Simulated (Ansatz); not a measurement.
SrAlGe:
```
CELL_PARAMETERS angstrom
      4.29891     0.00000     0.00000
     -2.14945     3.72296     0.00000
      0.00000     0.00000     4.76879
ATOMIC_POSITIONS crystal
  Sr 0.00000 0.00000 0.00000
  Al 0.66667 0.33333 0.50000
  Ge 0.33333 0.66667 0.50000
```

Relaxed with r²SCAN. Special points in fractions of this cell's reciprocal vectors: Γ (0.000, 0.000, 0.000); M (0.500, 0.000, 0.000); K (0.333, 0.333, 0.000); A (0.000, 0.000, 0.500); L (0.500, 0.000, 0.500); H (0.333, 0.333, 0.500).

Problem. List the band energies nearest the Fermi level at these points for the program Ansatz at the r²SCAN level (PAW).

Solution. In eV from the Fermi level; about four levels below and three above (degenerate sets whole), none deeper than 8.9 eV; points with the same levels are listed once.

| k | below | above |
|---|---|---|
| Γ | -2.07 -1.60 -1.60 -0.61 | 0.68 2.66 2.66 |
| M | -6.52 -2.53 -1.68 -0.60 | 1.41 2.95 3.32 |
| K | -6.23 -4.59 -1.22 -0.05 | 2.02 2.88 3.65 |
| A | -4.51 -1.26 -1.26 | 0.85 1.47 1.47 |
| L | -6.07 -2.85 -2.17 -1.36 | 0.82 4.03 5.40 |
| H | -6.29 -3.89 -1.89 -1.09 | 2.60 3.90 4.88 |

Space group P-6m2. The first step of the workflow began from a Materials Project structure, measured or hypothetical; the Crystallography Open Database copy checked does not list it. With Al and Ge taken as one species the cell has the higher symmetry P6/mmm, so it may be an ordered model of a mixed-site phase. Whether it is the stable phase at ambient conditions was not checked. The r²SCAN relaxation kept the symmetry of its start; its stability against distortions is not shown here. Scalar-relativistic: spin–orbit coupling is off unless named, which matters more the heavier the elements.

Potentials: the later of the program's two PAW sets.
